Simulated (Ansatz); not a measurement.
Values for one crystal, relaxed and computed with r²SCAN (plane waves, PAW; program Ansatz); other levels are named.

| Item | Result |
|---|---|
| Volume per atom | 17.59 Å³ |
| Electronic character | metallic (no gap) |
| Poisson's ratio | 0.43 |
| Gap with spin–orbit coupling | none (metallic) |
| Mechanical stability | stable (all eigenvalues of C positive) |
| Zone-centre stability | no imaginary mode at Γ |
| Hill bulk and shear moduli | 151 and 23.2 GPa |

### Question
Which compound is it?
(A) Au, hcp (Mg type)
(B) Ru, bcc (W type)
(C) Be, diamond
(D) Ba, simple hexagonal

### Answer
A, Au, hcp (Mg type)

Space group P6_3/mmc (hcp (Mg type)). The workflow started from an entry of the Crystallography Open Database (COD), which files this formula under 2 space groups. It is not the phase usual at ambient conditions (space group No. 225). The r²SCAN relaxation kept the symmetry of its start. As this level gives no gap, shear constants depend on the k-mesh and smearing (Fermi–Dirac, 0.1 eV here). On the denser mesh and wider smearing of the elastic run this cell carries a stress of 0.5 GPa. Scalar-relativistic: spin–orbit coupling is off unless named, which matters more the heavier the elements.

Potentials: the later of the program's two PAW sets.
